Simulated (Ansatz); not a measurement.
All numbers below come from DFT PBE, scalar-relativistic, plane waves, PAW (Ansatz). All cells share a 420 eV cutoff and Γ-centred k meshes spaced at most about 0.3 Å⁻¹ (about 0.25 or finer for metals, 2π included). No spin polarisation in the final relaxations.

Temperature and zero-point effects are left out. All come from trial cells, and lower structures may exist.

Task: These unrelaxed guesses for In₄TeS are each relaxed within their symmetry. Order them by the energy at which they end, lowest first.
A.

```cif
data_structure
_symmetry_space_group_name_H-M 'P-6m2'
_symmetry_Int_Tables_number 187
_cell_length_a 6.5265
_cell_length_b 6.5265
_cell_length_c 4.9105
_cell_angle_alpha 90.000
_cell_angle_beta 90.000
_cell_angle_gamma 120.000
_cell_volume 181.14
loop_
_atom_site_label
_atom_site_type_symbol
_atom_site_symmetry_multiplicity
_atom_site_Wyckoff_symbol
_atom_site_fract_x
_atom_site_fract_y
_atom_site_fract_z
_atom_site_occupancy
In1 In 3 k 0.51833 0.48167 0.50000 1
In2 In 1 c 0.33333 0.66667 0.00000 1
Te1 Te 1 b 0.00000 0.00000 0.50000 1
S1 S 1 d 0.33333 0.66667 0.50000 1
```

B.

```cif
data_structure
_symmetry_space_group_name_H-M 'Cmmm'
_symmetry_Int_Tables_number 65
_cell_length_a 9.3538
_cell_length_b 9.4346
_cell_length_c 4.1856
_cell_angle_alpha 90.000
_cell_angle_beta 90.000
_cell_angle_gamma 90.000
_cell_volume 369.38
loop_
_atom_site_label
_atom_site_type_symbol
_atom_site_symmetry_multiplicity
_atom_site_Wyckoff_symbol
_atom_site_fract_x
_atom_site_fract_y
_atom_site_fract_z
_atom_site_occupancy
In1 In 4 j 0.50000 0.70410 0.50000 1
In2 In 4 g 0.30724 0.00000 0.00000 1
Te1 Te 2 c 0.50000 0.00000 0.50000 1
S1 S 2 a 0.00000 0.00000 0.00000 1
```

C.

```cif
data_structure
_symmetry_space_group_name_H-M 'P4/mmm'
_symmetry_Int_Tables_number 123
_cell_length_a 4.8617
_cell_length_b 4.8617
_cell_length_c 6.7738
_cell_angle_alpha 90.000
_cell_angle_beta 90.000
_cell_angle_gamma 90.000
_cell_volume 160.10
loop_
_atom_site_label
_atom_site_type_symbol
_atom_site_symmetry_multiplicity
_atom_site_Wyckoff_symbol
_atom_site_fract_x
_atom_site_fract_y
_atom_site_fract_z
_atom_site_occupancy
In1 In 4 i 0.00000 0.50000 0.18284 1
Te1 Te 1 a 0.00000 0.00000 0.00000 1
S1 S 1 b 0.00000 0.00000 0.50000 1
```

D.

```cif
data_structure
_symmetry_space_group_name_H-M 'P4/mmm'
_symmetry_Int_Tables_number 123
_cell_length_a 3.5524
_cell_length_b 3.5524
_cell_length_c 13.6276
_cell_angle_alpha 90.000
_cell_angle_beta 90.000
_cell_angle_gamma 90.000
_cell_volume 171.97
loop_
_atom_site_label
_atom_site_type_symbol
_atom_site_symmetry_multiplicity
_atom_site_Wyckoff_symbol
_atom_site_fract_x
_atom_site_fract_y
_atom_site_fract_z
_atom_site_occupancy
In1 In 2 h 0.50000 0.50000 0.18097 1
In2 In 2 g 0.00000 0.00000 0.65245 1
Te1 Te 1 a 0.00000 0.00000 0.00000 1
S1 S 1 d 0.50000 0.50000 0.50000 1
```

Result: D (ends in P4/mmm, 0 meV/atom), C (ends in P4/mmm, 40 meV/atom), B (ends in Cmmm, 204 meV/atom), A (ends in P-6m2, 0.46 eV/atom).

Weakly bound directions are ill-defined at this level, which has no dispersion term (P4/mmm at 28.0 Å³/atom, Cmmm), and this can change margins and order among such cells. These runs have no spin–orbit coupling, which can matter for Te. A magnetic state wasn't ruled out in cells without spin, among them P-6m2. Cells relaxed within their symmetry can be saddle points. Some structure types and database cells were kept out of the candidates from the start, so a known form may be missing.
